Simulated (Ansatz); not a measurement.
Bi₂Se₃ (space group R-3m)

```
CELL_PARAMETERS angstrom
      2.05251     1.18502     9.30080
     -2.05251     1.18502     9.30080
      0.00000    -2.37003     9.30080
ATOMIC_POSITIONS crystal
  Bi 0.40131 0.40131 0.40131
  Bi 0.59869 0.59869 0.59869
  Se 0.00000 0.00000 0.00000
  Se 0.20934 0.20934 0.20934
  Se 0.79066 0.79066 0.79066
```

The slice is a (0001) plane (indices of the conventional cell) through the point (0.401, 0.401, 0.401) (fractional), spanned by u = [1 0 -1] and v = [-1 2 -1] in vectors of this cell: u (4.11 Å) and v (7.11 Å, at 90° to u). It covers one period; positions are fractions (u, v).

Computed with LDA (plane waves to 420 eV, PAW, scalar-relativistic; Ansatz, a program for electronic structure). k mesh 9×9×9. These are valence fields of a PAW run, semicore shells included where kept as valence: close to a nucleus they are smooth pseudo fields. At this level the bands of Bi2Se3 touch or barely overlap; measurements give the solid a gap. Bi2Se3 was relaxed with its symmetry unable to fall. Spin-orbit coupling is left out, though Bi is heavy.

Q: Sketch the valence electron density on this plane as a map.

A: 
```
v \ u  0.00  0.11  0.22  0.33  0.44  0.56  0.67  0.78  0.89
-----  ----  ----  ----  ----  ----  ----  ----  ----  ----
0.88    0.0  -0.2  -0.6  -1.0  -1.2  -1.2  -1.0  -0.6  -0.2
0.75   -0.9  -1.0  -1.1  -1.2  -1.1  -1.1  -1.2  -1.1  -1.0
0.62   -1.0  -0.9  -0.7  -0.4   0.0   0.0  -0.4  -0.7  -0.9
0.50   -1.1  -1.0  -0.4   0.5   0.9   0.9   0.5  -0.4  -1.0
0.38   -1.3  -1.2  -0.8  -0.4   0.0   0.0  -0.4  -0.8  -1.2
0.25   -1.1  -1.2  -1.1  -1.0  -0.9  -0.9  -1.0  -1.1  -1.2
0.12    0.0  -0.2  -0.6  -0.9  -0.9  -0.9  -0.9  -0.6  -0.2
0.00    0.9   0.7   0.0  -0.7  -1.1  -1.1  -0.7   0.0   0.7
```

Values: log₁₀ of the valence density in e/Å³. The scale is logarithmic, as a density can span decades between atoms and voids.
